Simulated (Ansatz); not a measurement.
Geometry optimisation in Ansatz: input, command and trajectory.

```yaml
crystal:
  lattice:
    - [5.9607281358, 0.0, 0.0]
    - [-2.9803640678, 5.1621419906, 0.0]
    - [0.0, 0.0, 6.557146464]
  atoms:
    - { symbol: Na, position: [0.4169, 0.2659, 0.1196] }
    - { symbol: Na, position: [0.7341, 0.151, 0.7862666667] }
    - { symbol: Na, position: [0.849, 0.5831, 0.4529333333] }
    - { symbol: Na, position: [0.2659, 0.4169, 0.8804] }
    - { symbol: Na, position: [0.151, 0.7341, 0.2137333333] }
    - { symbol: Na, position: [0.5831, 0.849, 0.5470666667] }
    - { symbol: Li, position: [0.4687, 0.0, 0.6666666667] }
    - { symbol: Li, position: [0.0, 0.4687, 0.3333333333] }
    - { symbol: Li, position: [0.5313, 0.5313, 0.0] }
basis:
  ecutwfc: 420
kpoints:
  mp_grid: { grid: [3, 3, 4] }
hamiltonian:
  xc: pbe
scf:
  occupations: { method: gaussian, width: 0.1 }
  lower_state_search: "off"
output:
  forces: true
  stress: true
  eigenvalues: true
relax:
  adjacent_minimum: "off"
  f_tol: 0.04
  max_steps: 70
  cell: { stress_tol: 0.4 }
```

```bash
ansatz run input.yaml --threads 1 --pin off --max-ram 2560MiB --backend cpu --events-out ev --progress --plain --runs-dir out
```

The calculation used DFT PBE, scalar-relativistic, plane waves, PAW (Ansatz).

Of 23 frames 10 are shown, positions in Å and forces in eV/Å; the SCF threshold varies from step to step. Steps run on the plane waves of an earlier cell, with a Pulay correction in the pressure. The basis is chosen afresh for the last frame, the zero of the energies, and at times for earlier ones too; energy and pressure step there, also at an unchanged geometry. Here that happened at step 19 (-10 meV/atom, 0.6 GPa); the frames before carry an error of that size.

```xyz
9
Lattice="5.9607 0.0000 0.0000 -2.9804 5.1621 0.0000 0.0000 0.0000 6.5571" Properties=species:S:1:pos:R:3:forces:R:3 pbc="T T T" step=1 free_energy_over_end_meV_per_atom=1902.18 pressure_GPa=15.57
Na    1.6925    1.3726    0.7842    1.1535   -4.6350    3.8943
Na    3.9257    0.7795    5.1557    3.4373    3.3164    3.8943
Na    3.3228    3.0100    2.9699   -4.5908    1.3186    3.8943
Na    0.3424    2.1521    5.7729   -4.5908   -1.3186   -3.8943
Na   -1.2878    3.7895    1.4015    1.1535    4.6350   -3.8943
Na    0.9454    4.3827    3.5872    3.4373   -3.3164   -3.8943
Li    2.7938    0.0000    4.3714   -7.4463    0.0000    0.0000
Li   -1.3969    2.4195    2.1857    3.7231   -6.4487    0.0000
Li    1.5835    2.7426    0.0000    3.7231    6.4487    0.0000
9
Lattice="5.8292 0.0000 0.0000 -2.9146 5.0482 0.0000 0.0000 0.0000 6.4772" Properties=species:S:1:pos:R:3:forces:R:3 pbc="T T T" step=3 free_energy_over_end_meV_per_atom=1247.87 pressure_GPa=13.95
Na    1.6754    1.5718    1.0507   -0.0038   -3.0898    2.9654
Na    3.6302    0.6651    5.3688    2.6777    1.5416    2.9654
Na    3.4381    2.8113    3.2097   -2.6739    1.5482    2.9654
Na    0.5235    2.2369    5.4266   -2.6739   -1.5482   -2.9654
Na   -1.2392    3.4764    1.1084   -0.0038    3.0898   -2.9654
Na    0.7156    4.3832    3.2675    2.6777   -1.5416   -2.9654
Li    2.3864    0.0000    4.3182   -4.7822    0.0000    0.0000
Li   -1.1932    2.0667    2.1591    2.3911   -4.1415    0.0000
Li    1.7214    2.9816    0.0000    2.3911    4.1415    0.0000
9
Lattice="6.2144 0.0000 0.0000 -3.1072 5.3819 0.0000 0.0000 0.0000 7.0851" Properties=species:S:1:pos:R:3:forces:R:3 pbc="T T T" step=6 free_energy_over_end_meV_per_atom=148.17 pressure_GPa=3.03
Na    1.7335    1.5132    1.6309   -0.0354   -0.4529    0.3794
Na    4.0372    0.7447    6.3543    0.4099    0.1958    0.3794
Na    3.5510    3.1240    3.9926   -0.3745    0.2571    0.3794
Na    0.4437    2.2579    5.4541   -0.3745   -0.2571   -0.3794
Na   -1.3737    3.8686    0.7308   -0.0354    0.4529   -0.3794
Na    0.9299    4.6372    3.0925    0.4099   -0.1958   -0.3794
Li    2.1772    0.0000    4.7234   -0.6934    0.0000    0.0000
Li   -1.0886    1.8855    2.3617    0.3467   -0.6005    0.0000
Li    2.0186    3.4964    0.0000    0.3467    0.6005    0.0000
9
Lattice="6.6681 0.0000 0.0000 -3.3340 5.7747 0.0000 0.0000 0.0000 7.5233" Properties=species:S:1:pos:R:3:forces:R:3 pbc="T T T" step=8 free_energy_over_end_meV_per_atom=47.52 pressure_GPa=-0.24
Na    2.0020    1.4291    2.0013   -0.0059    0.0511   -0.0160
Na    4.4294    1.0192    7.0169   -0.0412   -0.0307   -0.0160
Na    3.5707    3.3264    4.5091    0.0472   -0.0204   -0.0160
Na    0.2366    2.4483    5.5220    0.0472    0.0204    0.0160
Na   -1.3320    4.3456    0.5065   -0.0059   -0.0511    0.0160
Na    1.0954    4.7555    3.0142   -0.0412    0.0307    0.0160
Li    2.0724    0.0000    5.0156    0.0254    0.0000    0.0000
Li   -1.0362    1.7947    2.5078   -0.0127    0.0220    0.0000
Li    2.2979    3.9800    0.0000   -0.0127   -0.0220    0.0000
9
Lattice="6.7239 0.0000 0.0000 -3.3620 5.8231 0.0000 0.0000 0.0000 7.0244" Properties=species:S:1:pos:R:3:forces:R:3 pbc="T T T" step=11 free_energy_over_end_meV_per_atom=36.21 pressure_GPa=0.26
Na    2.0990    1.6416    1.5538   -0.0199   -0.0250    0.0006
Na    4.2528    0.9970    6.2368    0.0316   -0.0047    0.0006
Na    3.7341    3.1845    3.8953   -0.0117    0.0297    0.0006
Na    0.3722    2.6386    5.4705   -0.0117   -0.0297   -0.0006
Na   -1.2630    4.1815    0.7876   -0.0199    0.0250   -0.0006
Na    0.8908    4.8261    3.1291    0.0316    0.0047   -0.0006
Li    1.5807    0.0000    4.6829   -0.0579    0.0000    0.0000
Li   -0.7903    1.3689    2.3415    0.0290   -0.0501    0.0000
Li    2.5716    4.4542    0.0000    0.0290    0.0501    0.0000
9
Lattice="6.7940 0.0000 0.0000 -3.3970 5.8838 0.0000 0.0000 0.0000 6.9973" Properties=species:S:1:pos:R:3:forces:R:3 pbc="T T T" step=13 free_energy_over_end_meV_per_atom=34.66 pressure_GPa=0.01
Na    2.1194    1.6584    1.5276   -0.0019   -0.0018   -0.0032
Na    4.2981    1.0063    6.1925    0.0025   -0.0007   -0.0032
Na    3.7735    3.2191    3.8601   -0.0006    0.0025   -0.0032
Na    0.3765    2.6646    5.4696   -0.0006   -0.0025    0.0032
Na   -1.2776    4.2254    0.8048   -0.0019    0.0018    0.0032
Na    0.9011    4.8775    3.1372    0.0025    0.0007    0.0032
Li    1.5101    0.0000    4.6649   -0.0085    0.0000    0.0000
Li   -0.7551    1.3078    2.3324    0.0042   -0.0074    0.0000
Li    2.6419    4.5759    0.0000    0.0042    0.0074    0.0000
9
Lattice="7.1239 0.0000 0.0000 -3.5619 6.1695 0.0000 0.0000 0.0000 6.3112" Properties=species:S:1:pos:R:3:forces:R:3 pbc="T T T" step=16 free_energy_over_end_meV_per_atom=24.12 pressure_GPa=-0.41
Na    2.1622    1.6977    1.3341    0.0560    0.0206    0.0288
Na    4.5726    1.0237    5.5416   -0.0459    0.0382    0.0288
Na    3.9511    3.4481    3.4378   -0.0101   -0.0588    0.0288
Na    0.3891    2.7213    4.9771   -0.0101    0.0588   -0.0288
Na   -1.3998    4.4718    0.7696    0.0560   -0.0206   -0.0288
Na    1.0106    5.1458    2.8734   -0.0459   -0.0382   -0.0288
Li    1.4619    0.0000    4.2075    0.0524    0.0000    0.0000
Li   -0.7310    1.2661    2.1037   -0.0262    0.0453    0.0000
Li    2.8310    4.9034    0.0000   -0.0262   -0.0453    0.0000
9
Lattice="7.0292 0.0000 0.0000 -3.5146 6.0874 0.0000 0.0000 0.0000 6.2811" Properties=species:S:1:pos:R:3:forces:R:3 pbc="T T T" step=18 free_energy_over_end_meV_per_atom=21.90 pressure_GPa=0.12
Na    2.1499    1.6849    1.3571    0.0176    0.0100    0.0038
Na    4.4950    1.0194    5.5445   -0.0175    0.0102    0.0038
Na    3.8988    3.3831    3.4508   -0.0001   -0.0203    0.0038
Na    0.3842    2.7044    4.9241   -0.0001    0.0203   -0.0038
Na   -1.3646    4.4025    0.7367    0.0176   -0.0100   -0.0038
Na    0.9804    5.0680    2.8304   -0.0175   -0.0102   -0.0038
Li    1.4863    0.0000    4.1874    0.0175    0.0000    0.0000
Li   -0.7431    1.2872    2.0937   -0.0088    0.0152    0.0000
Li    2.7714    4.8003    0.0000   -0.0088   -0.0152    0.0000
9
Lattice="7.3881 0.0000 0.0000 -3.6941 6.3983 0.0000 0.0000 0.0000 6.0371" Properties=species:S:1:pos:R:3:forces:R:3 pbc="T T T" step=21 free_energy_over_end_meV_per_atom=1.03 pressure_GPa=0.13
Na    2.2390    1.7553    1.3207    0.0119    0.0084   -0.0038
Na    4.7485    1.0614    5.3454   -0.0132    0.0061   -0.0038
Na    4.0947    3.5816    3.3331    0.0013   -0.0145   -0.0038
Na    0.4006    2.8167    4.7163    0.0013    0.0145    0.0038
Na   -1.4550    4.6430    0.6916    0.0119   -0.0084    0.0038
Na    1.0544    5.3369    2.7040   -0.0132   -0.0061    0.0038
Li    1.5390    0.0000    4.0247   -0.0180    0.0000    0.0000
Li   -0.7695    1.3328    2.0124    0.0090   -0.0156    0.0000
Li    2.9246    5.0655    0.0000    0.0090    0.0156    0.0000
9
Lattice="7.4879 0.0000 0.0000 -3.7440 6.4847 0.0000 0.0000 0.0000 5.9883" Properties=species:S:1:pos:R:3:forces:R:3 pbc="T T T" step=23 free_energy_over_end_meV_per_atom=0.00 pressure_GPa=-0.02
Na    2.2784    1.7885    1.3045   -0.0123   -0.0075    0.0043
Na    4.7998    1.0789    5.2967    0.0126   -0.0069    0.0043
Na    4.1536    3.6173    3.3006   -0.0003    0.0144    0.0043
Na    0.4097    2.8674    4.6838   -0.0003   -0.0144   -0.0043
Na   -1.4655    4.6962    0.6916   -0.0123    0.0075   -0.0043
Na    1.0559    5.4058    2.6877    0.0126    0.0069   -0.0043
Li    1.5026    0.0000    3.9922   -0.0131    0.0000    0.0000
Li   -0.7513    1.3013    1.9961    0.0066   -0.0114    0.0000
Li    2.9927    5.1834    0.0000    0.0066    0.0114    0.0000
```

The start puts this composition into another compound's structure type, which needn't suit it. The cell swells from 22.4 to 32.3 Å³ an atom, so the end can be far from any stable crystal. At the end the space group is P3_221 (tolerance 0.05 Å).

It took 88 s on 1 thread of Intel(R) Xeon(R) 6975P-C (Granite Rapids), with other jobs on the host, peak memory 0.53 GiB.

The k mesh is coarse.